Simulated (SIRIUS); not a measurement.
Input and output of a self-consistent single point for Ge (C2/m, 2 atoms in the cell; from Materials Project mp-32, changed as shown) (SIRIUS).

Method: PBEsol, FP-LAPW (LAPW with two local orbitals a valence shell; core below -3 Ha), all-electron full potential with ZORA scalar-relativistic valence and Dirac core in SIRIUS.

The change in words: lattice vector c scaled by 1.02. Reference geometry (Fd-3m):
```
Ge
1.0
    0.00000     2.83743     2.83743
    2.83743     0.00000     2.83743
    2.83743     2.83743     0.00000
Ge
2
Cartesian
  2.83743   2.83743   2.83743
  4.25614   4.25614   4.25614
```

Reference input (self-consistent single point, DFT, PBEsol, FP-LAPW (LAPW with two local orbitals a valence shell; core below -3 Ha), all-electron full potential with ZORA scalar-relativistic valence and Dirac core): parameters.ngridk = 8 8 8; basis = LAPW with two local orbitals a valence shell, core below -3 Ha; unit_cell.atom_type_rmt = {Ge: 2.25} bohr; parameters.xc_functionals = [XC_GGA_X_PBE_SOL, XC_GGA_C_PBE_SOL]; parameters.aw_cutoff = 7; parameters.pw_cutoff = 16 1/bohr; parameters.smearing = fermi_dirac; parameters.smearing_width = 0.00367493 Ha; parameters.electronic_structure_method = full_potential_lapwlo; parameters.lmax_apw = 8; parameters.lmax_rho = 8; parameters.lmax_pot = 8. This run's input differs from it in these lines:

```diff
@@ -38,3 +38,3 @@
       [5.3619561492, 0.0, 5.3619561492],
-      [5.3619561492, 5.3619561492, 0.0]
+      [5.469196217, 5.469196217, 0.0]
     ],
@@ -50,4 +50,4 @@
       "Ge": [
-        [2.837425, 2.837425, 2.837425],
-        [4.2561375, 4.2561375, 4.2561375]
+        [2.8657995, 2.8657995, 2.837425],
+        [4.29869925, 4.29869925, 4.2561375]
       ]
```

The program printed (abridged):

```
[find] density tolerance         : 1e-06
[find] total energy tolerance    : 1e-07
[find] iter_solver_tol (initial) : 0.01
[find] iter_solver_tol (target)  : 1e-13
[find] num_dft_iter              : 100
Charges and magnetic moments
--------------------------------------------------------------------------------
atom      charge    core leakage
--------------------------------------------------------------------------------
   0   30.196385    0.000000e+00
   1   30.196385    0.000000e+00

total core leakage    : 0.00000000e+00
interstitial charge   : 3.607229
total charge          : 64.000000
[find] | SCF iteration   0 out of 100|
   [... lines left out ...]
[find]    1   30.210073    7.932510e-04
[find] total core leakage    : 1.58650194e-03
[find] interstitial charge   : 3.578265
[find] total charge          : 63.998412
[find] Energy
[find] smearing (-TS)                 :      -0.00019755
[find] Total energy                   :   -4195.13656234 (Ha),   -8390.27312469 (Ry)
[find] Free energy (E-TS)             :   -4195.13675989 (Ha),   -8390.27351978 (Ry)
[find] band gap (eV)                  :       0.00000000
[find] Efermi                         :       0.17421866
[find] iteration : 11, RMS (target) : 2.4440e-07 (1.0000e-06) , energy difference (target) : 2.2328e-09 (1.0000e-07)
[find] converged after 12 SCF iterations!
Warning in function "check_num_electrons" at src/density/density.cpp:1179
wrong number of electrons
  obtained value : 63.9984
  target value : 64
  difference : 0.00158764
  total core leakage : 0.0015865
    atom class : 0, core leakage : 0.000793251
[find] Charges and magnetic moments
[find] atom      charge    core leakage
[find]    0   30.210073    7.932510e-04
[find]    1   30.210073    7.932510e-04
[find] total core leakage    : 1.58650194e-03
[find] interstitial charge   : 3.578265
[find] total charge          : 63.998412
[find] Energy
[find] smearing (-TS)                 :      -0.00019755
[find] Total energy                   :   -4195.13656234 (Ha),   -8390.27312469 (Ry)
[find] Free energy (E-TS)             :   -4195.13675989 (Ha),   -8390.27351978 (Ry)
[find] band gap (eV)                  :       0.00000000
[find] Efermi                         :       0.17421866
[ground_state] ==== total Forces in Ha/bohr =====
[ground_state] atom:    0, force:      -0.0013980     -0.0013980      0.0030370
[ground_state] atom:    1, force:       0.0013980      0.0013980     -0.0030370
```

The run converged in 12 iterations. Against the reference run the free energy rises by 4.6 meV/atom and the largest force goes from 0.000 to 0.186 eV/Å.

The structure comes from a collection of computed structures, made at another level of theory; the collection holds predicted forms beside known ones. No clean gap shows at this smearing width and mesh (spacing up to 0.24 Å⁻¹); the mesh is coarse for partly filled bands, so the values carry mesh errors. Semi-local functionals can close small gaps. Values depend on the basis (sphere radii, cutoffs, local orbitals), which need not be converged.

Cost on one core: very roughly 50 core-seconds.
